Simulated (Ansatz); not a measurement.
**Notes on a calculation: rocksalt-structured IrSe**

Level of theory: DFT, r²SCAN, scalar-relativistic, no spin polarisation; plane waves to 500 eV with PAW datasets (Ansatz 0.2.0), Γ-centred 12×12×12 mesh, 0.05 eV Gaussian smearing. The datasets are Ansatz's generated set soft_2.

The cell came from substitution into a structure type; no database entry of this phase was matched, which doesn't show that none exists.

Starting cell:

```xyz
2
Lattice="0.0000 2.6600 2.6600 2.6600 0.0000 2.6600 2.6600 2.6600 0.0000" Properties=species:S:1:pos:R:3 pbc="T T T"
Ir    2.6600    2.6600    2.6600
Se    0.0000    0.0000    0.0000
```

The first steps of the search for zero pressure:

```tsv
run	level	k-mesh	kind	V (Å³/atom)	P (GPa)	gap on the mesh (eV)
1	PBE, 420 eV	6×6×6	fixed cell	18.82	-9.8	metal
```

(1) At which volume does r²SCAN reach zero pressure?

Answer:

(1) 17.09 Å³/atom, about 9.2 % under the start.

The steps that followed:

```tsv
run	level	k-mesh	kind	V (Å³/atom)	P (GPa)	E − E(final) (meV/atom)	gap on the mesh (eV)
2	PBE, 420 eV	6×6×6	fixed cell	17.59	-1.2	–	metal
3	PBE, 420 eV	6×6×6	fixed cell	17.45	0.0	–	metal
4	r²SCAN	12×12×12	fixed cell	17.45	-3.4	3.9	metal
5	r²SCAN	12×12×12	fixed cell	17.06	0.3	0.0	metal
6	r²SCAN	12×12×12	fixed cell	17.09	0.0	0.0	metal
```

Cell and atoms are those of this level's equilibrium.

The final structure (symmetry read at 0.01 Å). The structure is cubic, space group Fm-3m (No. 225). Conventional cell: a = 5.152 Å, b = 5.152 Å, c = 5.152 Å, α = 90.00°, β = 90.00°, γ = 90.00°. Ir (site symmetry m-3m) has 6 Se at 2.58 Å as nearest neighbours. Se (site symmetry m-3m) has 6 Ir at 2.58 Å as nearest neighbours. (Shells end 15 % past the nearest neighbour.)

- At the final geometry the gap, band path included, is zero (metallic).
- The equation of state gives B0 = 172 GPa and B0′ = 5.1.
- Against the elements' standard states, run alike and uncorrected, the formation energy is 0.43 eV/atom, so this structure is unstable against them at this level.

**Why it comes out so.**

With 33 valence electrons in the calculation's cell and no magnetic order, the bands, two electrons each, can't all be full or empty: band theory demands a metal. (Only strong correlation, outside this picture, could make a Mott insulator of it.)

For elements this heavy, spin–orbit coupling would shift levels and gaps; it isn't included here. Spin polarisation wasn't tried.
